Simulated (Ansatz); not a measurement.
## Al$_{4}$P (I4/mmm)

Theory: DFT PBE, scalar-relativistic, plane waves, PAW in Ansatz.

Settings: cutoff 420 eV, Γ-centred mesh 10×10×10 on the computed 5-atom cell, Gaussian smearing of 0.10 eV; no spin polarisation.

The structure is relaxed at this level of theory with its symmetry kept, and needn't be the ground state of this composition.

```
Al P
1.0
    -2.51425    2.51425    3.71295
     2.51425   -2.51425    3.71295
     2.51425    2.51425   -3.71295
Al P
4 1
Direct
  0.32088 0.32088 0.00000
  0.67912 0.67912 0.00000
  0.50000 0.00000 0.50000
  0.00000 0.50000 0.50000
  0.00000 0.00000 0.00000
```

```json
{
 "Space group": "I4/mmm (No. 139)",
 "Volume per atom": "18.78 Å³",
 "Formation energy from the elements' standard states (uncorrected)": "+0.165 eV/atom",
 "Kohn–Sham band gap": "none (metal)",
 "Density of states at the Fermi level": "2.5 states/eV per cell",
 "Orbital (Löwdin) character within 0.5 eV of the Fermi level": "Al 3p 56 %, Al 3s 21 %, P 3p 18 %",
 "Bader charge by site (e)": "Al (2 in the cell) 0.45, Al (2 in the cell) 0.75, P (1 in the cell) -2.39"
}
```

The cell was found from a structure generator's guess, not taken from experiment. Löwdin shares on free-atom orbitals overweight diffuse shells.
